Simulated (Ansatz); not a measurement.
One crystal and one scan (frozen-phonon scan) at two levels, PBE (plane waves to 420 eV, PAW, scalar-relativistic; Ansatz, a program for electronic structure) and r2SCAN (plane waves to 500 eV, PAW, scalar-relativistic; Ansatz), each from its own relaxed cell and on its own mesh. The cell shown is that of PBE.

Pd (fcc, Cu type)

```xyz
2
Lattice="0.0000 3.9428 3.9428 1.9714 0.0000 1.9714 1.9714 1.9714 0.0000" Properties=species:S:1:pos:R:3 pbc="T T T"
Pd     0.0000     0.0000     0.0000
Pd     0.0000     1.9714     1.9714
```

The atoms are displaced by Q × the pattern below (from a DFPT mode at L = (0.5, 0.0, 0.0), largest move 1; Q in Å), at fixed cell. (q is in reciprocal vectors of the primitive cell; the cell shown is doubled to hold the pattern.)

```tsv
atom	x	y	z
Pd1	-0.577	0.577	0.577
Pd2	0.577	-0.577	-0.577
```

Pd is run without spin polarisation. Pd was relaxed with its symmetry unable to fall. With partly filled bands, energies and forces of such displacements shift with the k mesh and the smearing. Percentages come from the unrounded values.

Results of PBE:

- Lattice constant a (Å) = 3.943
- Harmonic wavenumber from the curvature (finite differences) (cm⁻¹ (negative: imaginary)) = 216
- Shape of the curve = a single well with its minimum at or next to zero displacement

### Question
What does r2SCAN give for the same quantities?

### Answer
| quantity | r2SCAN | PBE − r2SCAN |
|---|---|---|
| Lattice constant a (Å) | 3.908 | +0.035 (+0.9 %) |
| Harmonic wavenumber from the curvature (finite differences) (cm⁻¹ (negative: imaginary)) | 224 | -8 (-4 %) |

PBE gives the higher value for: lattice constant a. PBE gives the lower value for: harmonic wavenumber from the curvature. Both give the same shape of the curve: a single well with its minimum at or next to zero displacement.

(A displaced cell: forces are minus the slopes of the energy, force constants its curvatures, and phonons follow from these.)
